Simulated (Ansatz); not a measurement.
A plane-wave run on CsLaZnRu₃

input.yaml (Ansatz 0.2.0)

```yaml
crystal:
  lattice:
    - [4.00092, 0.0, 0.0]
    - [2.00046, -7.202035, 0.0]
    - [0.0, 0.0, -10.493876]
  atoms:
    - { symbol: Cs, position: [0.74568, 0.50864, 0.75] }
    - { symbol: Cs, position: [0.25432, 0.49136, 0.25] }
    - { symbol: La, position: [0.0, 0.0, 0.5] }
    - { symbol: La, position: [0.0, 0.0, 0.0] }
    - { symbol: Zn, position: [0.46032, 0.07936, 0.75] }
    - { symbol: Zn, position: [0.53968, 0.92064, 0.25] }
    - { symbol: Ru, position: [0.0644, 0.8712, 0.75] }
    - { symbol: Ru, position: [0.9356, 0.1288, 0.25] }
    - { symbol: Ru, position: [0.37156, 0.25688, 0.55545] }
    - { symbol: Ru, position: [0.62844, 0.74312, 0.05545] }
    - { symbol: Ru, position: [0.62844, 0.74312, 0.44455] }
    - { symbol: Ru, position: [0.37156, 0.25688, 0.94455] }
  symmetry: { tolerance: 0.0003 }
kpoints:
  mp_grid: { grid: [8, 8, 4], shift: [0, 0, 0] }
  band_path:
    path:
      - [0.0, 0.0, 0.0]
      - [0.0, -0.5, 0.0]
      - [0.46142381, -0.26928809, 0.0]
      - [0.53857619, 0.26928809, 0.0]
      - [0.0, 0.0, 0.0]
      - [0.0, 0.0, -0.5]
      - [0.53857619, 0.26928809, -0.5]
      - [0.46142381, -0.26928809, -0.5]
      - [0.0, -0.5, -0.5]
      - [0.0, -0.5, 0.0]
      - [0.0, 0.0, 0.0]
    npoints: 7
magnetization:
  spin_polarized: false
scf:
  occupations: { method: cold, width: 0.0128 }
  lower_state_search: "off"
  max_iter: 200
hamiltonian:
  pseudopotentials: { kind: paw }
  xc: pbe
basis:
  ecutwfc: 420
  fft_grid_basis: typed
output:
  forces: true
  stress: true
  eigenvalues: true
  populations: true
  elf: true
  write_potential: true
  volumetric_format: npy
  dos:
    e_range: [-12, 8]
    de: 0.05
    projected: { site_lists: { Cs: [Cs], La: [La], Ru: [Ru], Zn: [Zn] } }
  write_density: true
checkpoint:
  read: saved_state
```

Launched with:

```sh
ansatz run input.yaml --threads 1 --pin off --max-ram 2560MiB --backend cpu --events-out ev --progress --plain --runs-dir out
```

The saved state is an earlier solution for the same cell, perhaps on another mesh. 

Output (shortened):

```
La: projections on atomic orbitals take those of the free atom [Kr 4d10] 4f0 5s2 5p6 5d1 6s2, of charge +0.00 (hamiltonian.pseudopotentials.projection_atoms); the dataset's partial waves leave at most 1.9e-5 of an orbital's norm unspanned inside its sphere
Pseudopotentials: kind: paw
Pseudopotential: Cs, paw, valence charge 9, recommended cutoff 420 eV (normal), Cs.paw.azcp
Pseudopotential: La, paw, valence charge 11, recommended cutoff 420 eV (normal), La.paw.azcp
Pseudopotential: Zn, paw, valence charge 12, recommended cutoff 420 eV (normal), Zn.paw.azcp
Pseudopotential: Ru, paw, valence charge 16, recommended cutoff 420 eV (normal), Ru.paw.azcp
Functional definition: PBE
  exchange = pbe_x(kappa = kappa, mu = beta*pi^2/3)
  correlation = pbe_c(beta = beta)
Crystal: 12 atoms, lattice volume = 302.379 Å³
Basis set: ecut = 420 eV, 5969 PW (Γ), exchange–correlation on 54×100×144 points (8 copies of the dense FFT grid, shifted against one another)
Bands: 96, of which v1, the nominal top of the filled ones, is band 80 counted from 1 (79 counted from 0)
Symmetry: 8 space group operations
Space group: Cmcm (ITA 63), of the structure as read, at distance tolerance 2.0e-3 Å
k-points: 63 of 256
Initial density: read from a saved state, or passed on in memory by an earlier SCF of this step, an earlier step, the calling program or the single point that the run made first
Functional: x = pbe(κ = 0.804, μ = 0.2195), c = pbe(β = 0.0667)
SCF iter   1: F=—  Δρ=4.71e-3  dr2=9.80e-2
SCF iter   2: F=—  S|Δr|=    0.00e0  Δρ=1.97e-3  dr2=1.17e-2
SCF iter   3: F=—  S|Δr|=    0.00e0  Δρ=8.64e-4  dr2=6.08e-3  defer=1
SCF iter   4: F=—  S|Δr|=    0.00e0  Δρ=2.60e-4  dr2=4.65e-4
SCF iter   5: F=—  S|Δr|=    0.00e0  Δρ=1.22e-4  dr2=1.11e-4
SCF iter   6: F=—  S|Δr|=    0.00e0  Δρ=7.96e-5  dr2=2.39e-5
SCF iter   7: F=—  S|Δr|=    0.00e0  Δρ=3.52e-5  dr2=4.49e-6
SCF iter   8: F=—  S|Δr|=    0.00e0  Δρ=1.23e-5  dr2=3.97e-7
SCF iter   9: F=-65735.5576 eV  S|Δr|=    0.00e0  Δρ=4.55e-6  dr2=5.39e-8
Free energy (F): -65735.5576 eV
Harris-Foulkes:  -65735.5576 eV  (|F-HF|=4.54e-9)
Internal energy: -65735.5575 eV  (E = F + TS)
E sigma→0 (E₀):  -65735.5576 eV
Entropy (-TS):    0.0000 eV (-0.001 meV/atom)
Fermi energy:    11.0023 eV
Step filling:    the computed levels leave a gap of 0.0001 eV = 0.0 smearing widths at the electron count; against every level under it full and every level over it empty, smearing changes F+E_penalty+E_count by +0.172 meV and its σ→0 estimate by +0.177 meV
--- Per-component energies (eV) ---
  E_band       = -1271.1516
  E_kinetic    = 4059.5820
  E_local      = -19113.6909  (includes V_loc(G=0)·N_el)
  E_nonlocal   = 3567.2331
  E_hartree    = 7297.2543
  E_xc         = -2039.2186
  E_vxc        = -2078.8955  (∫ρ·V_xc dr)
  E_paw        = -45394.1630  (= ΣΔE_a)
  E_vpaw       = -2299.8860  (= ΣTr[D̂ρ^β])
  E_aug_tail   = -0.0018  (compensation charges beyond the density's cutoff)
  E_ewald      = -14112.5527
  E_smearing   =  0.0000  (= −TS)
--- Forces (eV/Å), atoms counted from 1 ---
  atom   1  Cs     0.0000    -0.0452     0.0000
  atom   2  Cs     0.0000     0.0452     0.0000
  atom   3  La     0.0000     0.0000     0.0000
  atom   4  La     0.0000     0.0000     0.0000
  atom   5  Zn     0.0000     0.3713     0.0000
  atom   6  Zn     0.0000    -0.3713     0.0000
  atom   7  Ru     0.0000     0.1155     0.0000
  atom   8  Ru     0.0000    -0.1155     0.0000
  atom   9  Ru     0.0000    -0.5131     0.7781
  atom  10  Ru     0.0000     0.5131     0.7781
  atom  11  Ru     0.0000     0.5131    -0.7781
  atom  12  Ru     0.0000    -0.5131    -0.7781
--- Stress (GPa, compression-positive) ---
       -3.1366       0.0000       0.0000
        0.0000       1.3162       0.0000
        0.0000       0.0000       0.5034
  P = ⅓ Tr σ = -0.4390 GPa (-4.390 kbar)
```

Total energies depend on the potentials used, so only differences within one code and one set of settings carry meaning.

Origin: a known structure type with other elements, at an estimated volume, so it need not be a known compound. Caveats: many states at the Fermi level without spin polarisation, so a magnetic state may lie lower; f levels without a U or exact exchange are poorly placed.

Run time, from a saved density: 2 min on 1 thread of Intel(R) Xeon(R) 6975P-C (Granite Rapids), with other jobs on the host, peak memory 1.8 GiB.
